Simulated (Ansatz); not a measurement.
A: RuTe2 (space group Pa-3), a = b = c = 6.442 Å, α = β = γ = 90.00°
B: InP (zinc blende), a = b = c = 5.907 Å, α = β = γ = 90.00°
C: GaSb (zinc blende), a = b = c = 6.1324 Å, α = β = γ = 90.00°
D: Cs$_{2}$NaYBr$_{6}$ (space group Fm-3m), a = 11.339 Å, b = 11.339 Å, c = 11.339 Å, α = 90.00°, β = 90.00°, γ = 90.00°
E: Mo3Si (A15, Cr3Si type), a = 4.884 Å, b = 4.884 Å, c = 4.884 Å, α = 90.00°, β = 90.00°, γ = 90.00°

Scan: energy against volume (even scaling of the relaxed cell, symmetry kept). One method and one kind of scan serve all of them; meshes and ranges differ. All were relaxed with their symmetry unable to fall. Cs2NaYBr6 is run without spin polarisation. Mo3Si is run without spin polarisation. RuTe2 is run without spin polarisation. Spin-orbit coupling is left out.

Question: Order them by bulk modulus (fitted) (highest first) at the level r2SCAN (plane waves to 500 eV, PAW, scalar-relativistic; Ansatz, a first-principles code).

Answer: E (264 GPa), A (119 GPa), B (68.0 GPa), C (53.1 GPa), D (18.1 GPa)

(Under strain, the slope of the energy per volume gives the stress and its curvature an elastic modulus.)
